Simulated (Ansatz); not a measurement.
## TaGa2 (fluorite structure)

Method: PBEsol, scalar-relativistic; no spin polarisation; PAW, 420 eV, Γ-centred 10×10×10 mesh, 0.05 eV Gaussian smearing; code Ansatz; PAW files: Ansatz's generated set soft_2.

```
Ta Ga
1.0
     0.00000    3.07094    3.07094
     3.07094    0.00000    3.07094
     3.07094    3.07094    0.00000
Ta Ga
1 2
Direct
  0.00000 0.00000 0.00000
  0.25000 0.25000 0.25000
  0.75000 0.75000 0.75000
```

The structure was built from a prototype; whether the compound forms in it isn't claimed.

The run above is the reference. The same cell was run again with other input settings; several of them aren't fit for production, so the rows show the settings' effect and aren't properties of the material.

| keys changed | outcome | ΔE (meV/atom) | P (GPa) | gap on the mesh (eV) | cell moment (μB) | largest force component (eV/Å) | SCF iterations | rough core-seconds | new warnings |
| --- | --- | --- | --- | --- | --- | --- | --- | --- | --- |
| none (reference) | converged | 0.0 | 0.0 | metal | – | 0.000 | – | – | – |
| kpoints.mp_grid.grid: [10, 10, 10] → [5, 5, 5] | converged | -1.2 | -0.4 | metal | – | 0.000 | 7 | 3 | – |
| scf.occupations.width: 0.05 → 0.1 | converged | 0.1 | 0.1 | metal | – | 0.000 | 7 | 7 | – |
| basis.ecutwfc: 420 → "600 eV"; scf.occupations.width: 0.05 → null; scf.occupations.method: "gaussian" → "tetrahedron" | converged | -1.5 | 0.1 | metal | – | 0.000 | 8 | 14 | band table not solved further; tetrahedron derivatives may miss energy slope |
| scf.occupations.width: 0.05 → 0.15; accuracy: "high" | converged | 0.3 | 0.1 | metal | – | 0.000 | 8 | 8 | – |
| kpoints.mp_grid.grid: [10, 10, 10] → [12, 12, 12]; scf.occupations.width: 0.05 → 0.1 | converged | 0.0 | 0.2 | metal | – | 0.000 | 7 | 10 | – |
| scf.algorithm: "density_mixing" | converged | 0.0 | 0.0 | metal | – | 0.000 | 6 | 6 | – |
| crystal.symmetry: {"detect": false}; scf.convergence.dr2_threshold: 0.0001 | converged | 0.0 | 0.0 | metal | – | 0.000 | 6 | 90 | force scf threshold loose; stress scf threshold loose |

These changes also left energy (to 0.1 meV/atom), pressure, gap, moment and forces as in the reference: scf.eigensolver.kind: "davidson"; basis.precision: "f64".

ΔE is the energy with the smearing extrapolated to zero. It is left out where the change alters the Hamiltonian or the spin treatment. The varied runs start from atomic densities (corrected by the program's trained start where that serves), with the default search for lower states unless a row changes it.

(1) What happens with these changes: scf.mixing.preconditioner: "kerker_dos"; kpoints.mp_grid.grid: [10, 10, 10] → [12, 12, 12]?

Answer:

(1) outcome converged, ΔE (meV/atom) -0.2, P (GPa) 0.2, gap on the mesh (eV) metal, largest force component (eV/Å) 0.000, SCF iterations 8, rough core-seconds 9.

Changing scf.algorithm only steers the path to self-consistency, so the energy stays within 0.5 meV/atom.

Of the reference: Scalar-relativistic only: spin–orbit splittings of the heavy atoms' levels are missing.
